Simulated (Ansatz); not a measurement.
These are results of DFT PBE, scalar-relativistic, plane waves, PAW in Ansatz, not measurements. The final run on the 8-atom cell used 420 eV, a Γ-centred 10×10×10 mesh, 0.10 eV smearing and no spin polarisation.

Formation energies are uncorrected and count from the elements' standard states at the same level.

Question: Propose a candidate for a cubic metal that holds O and 2 more elements, with a formation energy near −0.98 eV/atom and about 11 Å³ per atom, in a cell of 8 atoms.

Answer: HfAl3O4, space group Im-3m (No. 229). Hf is surrounded by 8 O at 2.42 Å and 6 Al at 2.80 Å; Al has 8 O at 2.42 Å, 2 Hf at 2.80 Å and 4 Al at 2.80 Å; O is surrounded by 2 Hf at 2.42 Å, 6 Al at 2.42 Å and 6 O at 2.80 Å.

Space group Im-3m (No. 229). a = 5.594 Å, b = 5.594 Å, c = 5.594 Å, α = 90.00°, β = 90.00°, γ = 90.00°
| atom | site | symmetry | x | y | z |
| --- | --- | --- | --- | --- | --- |
| Hf | 2a | m-3m | 0.0000 | 0.0000 | 0.0000 |
| Al | 6b | 4/mm.m | 0.5000 | 0.0000 | 0.0000 |
| O | 8c | .-3m | 0.2500 | 0.2500 | 0.2500 |

* Volume per atom: 10.94 Å³
* Density: 6.14 g/cm³
* Formation energy: −0.98 eV/atom
* Gap on the 10×10×10 mesh of the 8-atom cell: 0 eV (a metal)

The structure comes from a generated guess, relaxed at this level; another structure or a mixture of phases may lie lower. Other answers may fit too; this one was computed.

These runs have no spin–orbit coupling, which can matter for Hf. An odd number of electrons in the primitive cell allows no gap without spin; a larger cell or a magnetic state could open one. A structure relaxed within its symmetry needn't be a true minimum.
